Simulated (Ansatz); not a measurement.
EuSi3Rh with magnetization, scf.max_iter changed

Level of theory: PBEsol, collinear spin, scalar-relativistic; Ansatz, plane waves to 420 eV (PAW set soft_2), k-mesh 10×10×10. These are the settings of the reference run.

Cell:

```cif
data_structure
_symmetry_space_group_name_H-M 'P 1'
_symmetry_Int_Tables_number 1
_cell_length_a 5.7232
_cell_length_b 5.7232
_cell_length_c 5.7232
_cell_angle_alpha 137.341
_cell_angle_beta 137.341
_cell_angle_gamma 61.914
_cell_volume 85.07
loop_
_atom_site_label
_atom_site_type_symbol
_atom_site_fract_x
_atom_site_fract_y
_atom_site_fract_z
_atom_site_occupancy
Eu1 Eu 0.00068 0.00068 0.00000 1
Rh1 Rh 0.65419 0.65419 0.00000 1
Si1 Si 0.41592 0.41592 0.00000 1
Si2 Si 0.26361 0.76361 0.50000 1
Si3 Si 0.76361 0.26361 0.50000 1
```

The reference run of this cell is solved again as a single point with these keys changed:

| key | reference run | changed run |
| --- | --- | --- |
| magnetization | {spin_polarized: true} | {spin_polarized: true, initial_magnetization: 7} |
| scf.max_iter | not typed | 100 |

**Question.** How far do the results move?

**Answer.** 

```
                                    quantity  reference run  changed run
energy, changed less reference (meV an atom)              0          0.0
                              pressure (GPa)            0.0          0.0
                        largest force (eV/Å)           0.00         0.00
                        gap on the mesh (eV)           0.00         0.00
                     moment of the cell (μB)           6.66         6.66
```

The results hardly move, so the changed setting does no harm here. It took 16 iterations.

Caveats: the reference run: 4f shell without a U, which puts 4f levels too near the Fermi level; the reference run: open f or d shells may hold a state above the lowest; a single point, atoms not relaxed again.
